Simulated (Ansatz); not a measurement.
Input file for Ansatz (a quantum-chemistry and plane-wave program):

Ansatz 0.2 input:
```yaml
crystal:
  lattice:
    - [-1.8889449429, 1.8889449429, 4.7917848492]
    - [1.8889449429, -1.8889449429, 4.7917848492]
    - [1.8889449429, 1.8889449429, -4.7917848492]
  atoms:
    - { symbol: Ti, position: [0.5, 0.5, 0.0] }
    - { symbol: Ti, position: [0.25, 0.75, 0.5] }
    - { symbol: O, position: [0.2927165876, 0.2927165876, 0.0] }
    - { symbol: O, position: [0.0427165876, 0.5427165876, 0.5] }
    - { symbol: O, position: [0.4572834124, 0.9572834124, 0.5] }
    - { symbol: O, position: [0.7072834124, 0.7072834124, 0.0] }
kpoints:
  mp_grid: { grid: [6, 6, 6] }
hamiltonian:
  xc: hse06
  pseudopotentials: { kind: paw }
scf:
  n_extra_bands: 6
  occupations: { method: fixed }
output:
  eigenvalues: true
  eigenstates:
    e_range: [-9.0, 11.8]
    kpoints:
      - [0.0, 0.0, 0.4375]  # VBM
      - [0.0, 0.0, 0.0]  # CBM
      - [0.0, 0.0, 0.0]  # GAMMA
      - [0.5, 0.5, -0.5]  # M
      - [0.0, 0.0, 0.5]  # X
      - [0.25, 0.25, 0.25]  # P
      - [0.0, 0.5, 0.0]  # N
      - [-0.2888493707, 0.2888493707, 0.2888493707]  # S_0
      - [0.2888493707, 0.7111506293, -0.2888493707]  # S
      - [-0.0776987414, 0.0776987414, 0.5]  # R
      - [0.5, 0.5, -0.0776987414]  # G
```

Output (shortened):

```
basis.fft_grid_basis auto: the FFT boxes are laid along the combinations [[1, 0, 1], [0, 1, 1], [0, 0, 1]] of the cell's own vectors, 3.778, 3.778 and 5.486 Å …
Pseudopotential: Ti, paw, valence charge 12
Pseudopotential: O, paw, valence charge 6
Functional definition: HSE06
davidson cushion auto → on  (no smearing: the cushion is to keep the highest requested band from converging to the state above it …
Crystal: 6 atoms, lattice volume = 68.391 Å³
Basis set: ecut = 420 eV, 1317 PW (Γ), FFT grids on a1+a3, a2+a3, a3
Bands: 30, of which v1, the nominal top of the filled ones, is band 24 counted from 1 (23 counted from 0)
Symmetry: 16 space group operations
Space group: I41/amd (ITA 141), of the structure as read, at distance tolerance 4.1e-5 Å
k-points: 30 of 216
SCF iter   1: F=—  HF=-7277.485080 eV  |F-HF|=—  |Δ(HF+E_count)|=         —  Δρ=3.55e-3  dr2=3.58e-3  ethr=1.77e-3  ⟨swp⟩=5.2  Hψ=3830  notcnv=0
preconditioner: auto → none
SCF iter   2: F=—  HF=-7277.488401 eV  |F-HF|=—  |Δ(HF+E_count)|=   3.32e-3  Δρ=2.74e-3  dr2=4.21e-3  ethr=7.45e-6  ⟨swp⟩=4.7  Hψ=3298  notcnv=0
SCF iter   3: F=—  HF=-7277.488147 eV  |F-HF|=—  |Δ(HF+E_count)|=   2.55e-4  Δρ=1.54e-3  dr2=1.00e-3  ethr=7.45e-6  ⟨swp⟩=3.4  Hψ=2259  notcnv=0
SCF iter   4: F=-7277.488241 eV  HF=-7277.488267 eV  |F-HF|=2.64e-5  |Δ(HF+E_count)|=   1.21e-4  Δρ=5.58e-4  dr2=1.24e-4  ethr=2.09e-6  ⟨swp⟩=2.0  Hψ=1980  notcnv=0
SCF 1 stopped early in 4 iterations: F = -7277.488241 eV  dr2 = 1.24e-4
Crystal: 6 atoms, lattice volume = 68.391 Å³
Exchange kernel: α = 0.2500, screened, ω = 0.2079 Å⁻¹, Wigner–Seitz truncation, v(0) = 1046.6982 eV·Å³, q-mesh 6×6×6, nearest image of the exchange supercell L …
Frozen-core exchange: fock
SCF iter   1: F=—  HF=-7276.254993 eV  |F-HF|=—  |Δ(HF+E_count)|=         —  Δρ=3.34e-2  dr2=1.06e0  ethr=2.58e-6  ⟨swp⟩=7.0  Hψ=5134  notcnv=0
preconditioner: auto → none
SCF iter   2: F=—  HF=-7276.113903 eV  |F-HF|=—  |Δ(HF+E_count)|=   1.41e-1  Δρ=3.27e-2  dr2=7.11e-1  ethr=2.58e-6  ⟨swp⟩=7.0  Hψ=4563  notcnv=0
SCF iter   3: F=—  HF=-7275.964881 eV  |F-HF|=—  |Δ(HF+E_count)|=   1.49e-1  Δρ=4.54e-3  dr2=1.86e-2  ethr=2.58e-6  ⟨swp⟩=5.5  Hψ=4041  notcnv=0
SCF iter   4: F=—  HF=-7276.010981 eV  |F-HF|=—  |Δ(HF+E_count)|=   4.61e-2  Δρ=3.84e-3  dr2=1.35e-2  ethr=2.58e-6  ⟨swp⟩=4.0  Hψ=3096  notcnv=0
iter 5 solved again at ethr=2.49e-7 eV; its pass at ethr=2.58e-6 eV (dr2=1.20e-4 eV) is discarded
SCF iter   5: F=—  HF=-7276.007469 eV  |F-HF|=—  |Δ(HF+E_count)|=   3.51e-3  Δρ=7.48e-4  dr2=1.58e-4  ethr=2.49e-7  ⟨swp⟩=2.0  Hψ=5016  notcnv=0
SCF iter   6: F=-7276.007996 eV  HF=-7276.008017 eV  |F-HF|=2.13e-5  |Δ(HF+E_count)|=   5.48e-4  Δρ=2.29e-4  dr2=3.16e-5  ethr=2.49e-7  ⟨swp⟩=3.8  Hψ=2812  notcnv=0
SCF 2 stopped early in 6 iterations: F = -7276.007996 eV  dr2 = 3.16e-5
hybrid outer 1: dexx = +5.311e-2 eV, tail = 2.06e-4 eV
Crystal: 6 atoms, lattice volume = 68.391 Å³
Exchange kernel: α = 0.2500, screened, ω = 0.2079 Å⁻¹, Wigner–Seitz truncation, v(0) = 1046.6982 eV·Å³, q-mesh 6×6×6, nearest image of the exchange supercell L …
Frozen-core exchange: fock
SCF iter   1: F=—  HF=-7276.006826 eV  |F-HF|=—  |Δ(HF+E_count)|=         —  Δρ=2.12e-4  dr2=3.00e-5  ethr=2.15e-6  ⟨swp⟩=3.0  Hψ=2201  notcnv=0
preconditioner: auto → none
iter 2 solved again at ethr=7.55e-10 eV; its pass at ethr=6.01e-8 eV (dr2=3.63e-7 eV) is discarded
SCF iter   2: F=—  HF=-7276.006819 eV  |F-HF|=—  |Δ(HF+E_count)|=   6.68e-6  Δρ=3.66e-5  dr2=1.12e-6  ethr=7.55e-10  ⟨swp⟩=3.5  Hψ=4868  notcnv=0
SCF iter   3: F=—  HF=-7276.006824 eV  |F-HF|=—  |Δ(HF+E_count)|=   5.19e-6  Δρ=2.70e-5  dr2=3.18e-7  ethr=7.55e-10  ⟨swp⟩=4.9  Hψ=3098  notcnv=0
SCF iter   4: F=-7276.006824 eV  HF=-7276.006824 eV  |F-HF|=4.56e-9  |Δ(HF+E_count)|=   9.48e-8  Δρ=4.80e-6  dr2=2.39e-8  ethr=5.94e-10  ⟨swp⟩=3.0  Hψ=2275  notcnv=0
SCF 3 converged in 4 iterations: F = -7276.006824 eV  dr2 = 2.39e-8
hybrid outer 2: dexx = +5.625e-6 eV, tail = 9.93e-8 eV, Δε = 5.21e-3 eV (about 1.40e-4 eV left of the loop's levels)
NSCF: frozen V_eff on 11 k-points
hybrid SCF converged: 2 outer / 10 inner (+4 warm-up), last move |dexx| = 5.63e-6 eV, tail = 9.93e-8 eV
Stability not checked (fock_operator)
Free energy (F): -7276.006824 eV
Frozen-core exchange: fock
Harris-Foulkes:  -7276.006824 eV  (|F-HF|=4.56e-9)
Internal energy: -7276.006824 eV  (E = F + TS)
E sigma→0 (E₀):  -7276.006824 eV
Fermi energy:    6.226415 eV
--- Per-component energies (eV) ---
  E_band       = -572.697667
  E_kinetic    = 1250.424804
  E_local      = -3555.812612  (includes V_loc(G=0)·N_el)
  E_nonlocal   = 185.450276
  E_hartree    = 1373.525871
  E_xc         = -396.646829
  E_vxc        = -497.924973  (∫ρ·V_xc dr)
  E_exx        = -157.088796  (= α·E_x^exact, valence–valence)
  E_paw        = -2658.517479  (= ΣΔE_a)
  E_vpaw       = -387.717195  (= ΣTr[D̂ρ^β])
  E_aug_tail   = 0.009983  (compensation charges beyond the density's cutoff)
  E_ewald      = -3316.901526
  E_core_change = -0.450516  (= ΣΔE_core)
  E_smearing   =  0.000000  (= −TS)
  E_closure    =  0.000000  (closes the sum)
  Σ components = -7276.006824   (vs F -7276.006824, Δ=0.00e0)
  [band-id]    e_kinetic+e_local+e_nonlocal+2·e_hartree+e_vxc+2·e_exx+e_vpaw+e_augmentation_tail = -572.695567   (vs E_band -572.697667, Δ=2.10e-3)
--- Band table (eV; the first three rows and the last of 30) ---
  k-point 0: bands = ["-54.3376", "-54.2759", "-29.1764", "-28.9283", "-28.9283", "-28.8557", "-28.8557", "-28.7469", "-13.0901", "-11.9862", "-11.8556", "-11.4759", "1.9246", "2.1185", "2.1185", "2.4844", "4.0187", "4.0280", "4.0280", "5.4258", "5.4604", …
  k-point 1: bands = ["-54.3324", "-54.2790", "-29.1728", "-28.9767", "-28.9450", "-28.8833", "-28.8544", "-28.7416", "-12.8119", "-11.8213", "-11.7357", "-11.3961", "1.5832", "1.7962", "1.8796", "2.5646", "3.5316", "4.0799", "4.2293", "4.7013", "4.8093", …
  k-point 2: bands = ["-54.3191", "-54.2882", "-29.1634", "-29.0666", "-28.9749", "-28.9406", "-28.8362", "-28.7550", "-12.1628", "-11.5432", "-11.4634", "-11.2532", "1.0962", "1.4039", "1.7261", "2.7466", "2.8896", "3.0008", "3.0944", "3.3900", "4.0394", …
  k-point 29: bands = ["-54.3068", "-54.3068", "-28.9656", "-28.9656", "-28.9560", "-28.9560", "-28.8275", "-28.8275", "-12.4702", "-12.4702", "-11.7592", "-11.7592", "2.1941", "2.1941", "2.2160", "2.2160", "4.0871", "4.0871", "4.7842", "4.7842", "4.8888", …
```

Cost: about 9 core-minutes (a rough figure) on shared cores.

The points marked VBM and CBM come from a semilocal run.

Space group I4_1/amd (anatase). Symmetry was held in the r²SCAN relaxation; of distortions, only those at the zone centre were tested. The run is not spin-polarised.

Potentials: the later of the program's two PAW sets.

Ansatz is a plane-wave DFT program.
